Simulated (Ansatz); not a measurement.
Al:
```yaml
crystal:
  lattice:
    - [5.07102, 0.00000, 0.00000]
    - [0.00000, 5.07102, 0.00000]
    - [0.00000, 0.00000, 5.07102]
  atoms:
    - { symbol: Al, position: [0.00000, 0.00000, 0.00000] }
    - { symbol: Al, position: [0.50000, 0.50000, 0.50000] }
    - { symbol: Al, position: [0.25000, 0.00000, 0.50000] }
    - { symbol: Al, position: [0.75000, 0.00000, 0.50000] }
    - { symbol: Al, position: [0.50000, 0.25000, 0.00000] }
    - { symbol: Al, position: [0.50000, 0.75000, 0.00000] }
    - { symbol: Al, position: [0.00000, 0.50000, 0.25000] }
    - { symbol: Al, position: [0.00000, 0.50000, 0.75000] }
```

Relaxed with r²SCAN.

**Question.** Map the valence electron density (e/Å³), cut off at 0.2 on the plane through (0.000, 0.000, 0.000) spanned by u = [1, 0, 0] and v = [0, 1, 0] in lattice vectors, from plane-wave PAW r²SCAN (Ansatz code).

**Answer.** x is the fraction of u, y of v (the angle between them is 90°; rows are the nearest grid lines); atoms in the plane: Al at (0.00, 0.00), Al at (0.50, 0.25), Al at (0.50, 0.75).
```
|  .+@@@@@@@@@@@@@@@@@@+.  |
|  .+@@@@@@@@@@@@@@@@@@+.  |
|..=#@@@@@@@@@@@@@@@@@@#=..|
|++#@@@@@@@@@%%@@@@@@@@@#++|
|@@@@@@@@@@#=--=#@@@@@@@@@@|
|@@@@@@@@@%=.  .=%@@@@@@@@@|
|@@@@%#%%%*:    :*%%%#%@@@@|
|@@@@%##%@#=:..:=#@%##%@@@@|
|@@@@%##%@@%*++*%@@%##%@@@@|
|@@@@%###@@@@@@@@@@###%@@@@|
|@@@@@###%@@@@@@@@%###@@@@@|
|@@@@@###%@@@@@@@@%###@@@@@|
|@@@@@###%@@@@@@@@%###@@@@@|
|@@@@@###%@@@@@@@@%###@@@@@|
|@@@@%###@@@@@@@@@@###%@@@@|
|@@@@%##%@@%*++*%@@%##%@@@@|
|@@@@%##%@#=:..:=#@%##%@@@@|
|@@@@%#%%%*:    :*%%%#%@@@@|
|@@@@@@@@@%=.  .=%@@@@@@@@@|
|@@@@@@@@@@#=--=#@@@@@@@@@@|
|++#@@@@@@@@@%%@@@@@@@@@#++|
|..=#@@@@@@@@@@@@@@@@@@#=..|
|  .+@@@@@@@@@@@@@@@@@@+.  |
|  .+@@@@@@@@@@@@@@@@@@+.  |
```
Scale: ten equal steps from 0.057 (start of ' ') to 0.200 (end of '@'), in the order ' .:-=+*#%@'; x runs from 0.000 to 1.00, y from 0.000 (bottom) to 1.00 (top).

The density is the valence pseudo-density with augmentation charge, so density and ELF within about 1 Å of a nucleus are not all-electron values.

Space group Pm-3n (A15 (β-W type)). The start of the workflow was typed in or built on a structure type; neither database checked (COD, Materials Project) lists it. It is not the phase usual at ambient conditions (space group No. 225). Symmetry was held in the r²SCAN relaxation; whether a distortion lowers the energy is not shown.

Potentials: the later of the program's two PAW sets.
